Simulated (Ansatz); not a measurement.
**Al2O3 — experiment and calculation at the nuclei**

**What was measured.**

“Ab initio 27Al NMR chemical shifts and quadrupolar parameters for Al2O3 phases and their precursors”, 2011, arXiv:1110.0231 quotes: |C_Q| of Al-27 2.38 MHz.

Cell of run 1: a Materials Project structure (computed, not necessarily an observed phase), taken as it stands.

Space group R-3c:H (No. 167); a = 4.8050, c = 13.1163 Å, γ = 120.00°.

```
site  Wyckoff  site symmetry       x       y       z
  Al      12c             3.  0.0000  0.0000  0.1479
   O      18e             .2  0.0272  0.6667  0.9167
```

One atom of each set is listed; the run and its k-mesh use a cell of 10 atoms with edges of 5.18, 5.18, 5.18 Å.

All runs are DFT with Ansatz 0.2.0 (plane waves and PAW, scalar-relativistic unless spin–orbit coupling is named, Γ-centred meshes, Fermi–Dirac smearing) in this cell.

Run 1: PBE, gradients read without the response of the cores, atoms as given; 420 eV, 5×5×5 k-points, smearing 0.02 eV.

Al-27: I = 5/2, Q = 146.6 mb (Pyykkö 2018). C_Q = eQV_zz/h.

Question: What do the runs give for these quantities, and how close do they come?

Answer: 

```
      quantity  unit  measured  run 1
|C_Q| of Al-27   MHz      2.38   1.96
```

For the |C_Q| of Al-27, the calculation misses by -18 %.

The cell is a computed one and can differ from the measured cell by some per cent in volume. The runs hold the atoms at rest, while the measurements include thermal motion.
